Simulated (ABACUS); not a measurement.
Input and output of a self-consistent single point for Au (Cmcm, 2 atoms in the cell; from Materials Project mp-1008634, changed as shown) (ABACUS).

All values come from this method and carry its errors: LDA (PW92), numerical atomic orbitals TZDP (confined pseudo-atomic orbitals with Gaussian additions; energy shift 0.01 Ry), PseudoDojo 0.4 standard norm-conserving LDA (tails mended) pseudopotentials (ABACUS).

The change in words: volume scaled by 0.98. Reference geometry (Cmcm):
```
CELL_PARAMETERS angstrom
      1.39155    -2.52015     0.00000
      1.39155     2.52015     0.00000
      0.00000     0.00000     4.82467
ATOMIC_POSITIONS crystal
  Au 0.66533 0.33467 0.25000
  Au 0.33467 0.66533 0.75000
```

Reference input (self-consistent single point, DFT, LDA (PW92), numerical atomic orbitals TZDP (confined pseudo-atomic orbitals with Gaussian additions; energy shift 0.01 Ry), PseudoDojo 0.4 standard norm-conserving LDA (tails mended) pseudopotentials): basis = TZDP numerical atomic orbitals, energy shift 0.01 Ry; KPT = Gamma 13 13 7 0 0 0; basis_type = lcao; dft_functional = PWLDA; ecutwfc = 100 Ry; smearing_method = mp; smearing_sigma = 0.0199916 Ry; potentials = PseudoDojo 0.4 standard norm-conserving LDA (tails mended); symmetry = 1; symmetry_prec = 1e-05; ks_solver = genelpa; scf_nmax = 100. This run's input differs from it in these lines:

```diff
@@ -32,5 +32,5 @@
 LATTICE_VECTORS
-   1.3915520000   -2.5201520000    0.0000000000
-   1.3915520000    2.5201520000    0.0000000000
-   0.0000000000    0.0000000000    4.8246660000
+   1.3822120000   -2.5032370000    0.0000000000
+   1.3822120000    2.5032370000    0.0000000000
+   0.0000000000    0.0000000000    4.7922830000
 
@@ -42,4 +42,4 @@
 2
-   1.3915520000   -0.8333134603    1.2061665000
-   1.3915520000    0.8333134603    3.6184995000
+   1.3822120000   -0.8277203464    1.1980707500
+   1.3822120000    0.8277203464    3.5942122500
 # file: KPT
```

The program printed (abridged):

```
 SELF-CONSISTENT
 -------------------------------------------

                  longest orb rcut (Bohr) = 6.8
   longest nonlocal projector rcut (Bohr) = 1.62
                     search radius (Bohr) = 16.8

                          real space grid = [ 36, 36, 60 ]
                                 init_chg = atomic

 LCAO ALGORITHM --------------- ION=   1  ELEC=   1--------------------------------

 Density error is 0.048260073497
 E_KohnSham     -590.1584050592      -8029.5170313968
 E_Fermi        1.5915651067         21.6543541884

 LCAO ALGORITHM --------------- ION=   1  ELEC=   2--------------------------------

   [... lines left out ...]

   [... 3 blocks of this kind left out ...]

 LCAO ALGORITHM --------------- ION=   1  ELEC=   6--------------------------------

 Density error is 1.10099913391e-06
 E_KohnSham     -590.2003729626      -8030.0880340168
 E_Fermi        1.5373150954         20.9162449187

 LCAO ALGORITHM --------------- ION=   1  ELEC=   7--------------------------------

 Density error is 7.74374593038e-08
 E_KohnSham     -590.2003729625      -8030.0880340154
 E_KS(sigma->0) -590.2003633172      -8030.0879027839
 E_entropy(-TS) -0.0000289360        -0.0003936947
 E_Fermi        1.5373152802         20.9162474332
 charge density convergence is achieved
 final etot is -8030.088034 eV
 EFERMI = 20.916247433 eV

 STATE ENERGY(eV) AND OCCUPATIONS    NSPIN == 1
   [... 26 lines left out ...]

 TOTAL-FORCE (eV/Angstrom)
                       Au1         0.0000000000         0.0105844191         0.0000000000
                       Au2         0.0000000000        -0.0105844191         0.0000000000

 TOTAL-STRESS (KBAR)
        38.8984366364         0.0000000000         0.0000000000
         0.0000000000       -23.4333138684         0.0000000000
         0.0000000000        -0.0000000000       -15.7655265371
 TOTAL-PRESSURE: -0.100135 KBAR

 --------------------------------------------
 !FINAL_ETOT_IS -8030.0880340154353689 eV
 --------------------------------------------
```

The run converged in 7 iterations. Against the reference run the free energy falls by 4.0 meV/atom and the pressure goes from -3.67 to -0.01 GPa.

The atom-centred basis is finite, which shifts total energies and pressures against plane waves. The structure comes from a collection of computed structures, made at another level of theory; the collection holds predicted forms beside known ones. Its lattice was then scaled.

Cost on one core: very roughly 30 core-seconds.

The atomic orbitals were generated for these runs; they are not ABACUS's published sets and were checked against plane waves on a few crystals only.

“Tails mended”: in these copies of the files the far tail of each local potential was reset to the Coulomb form.
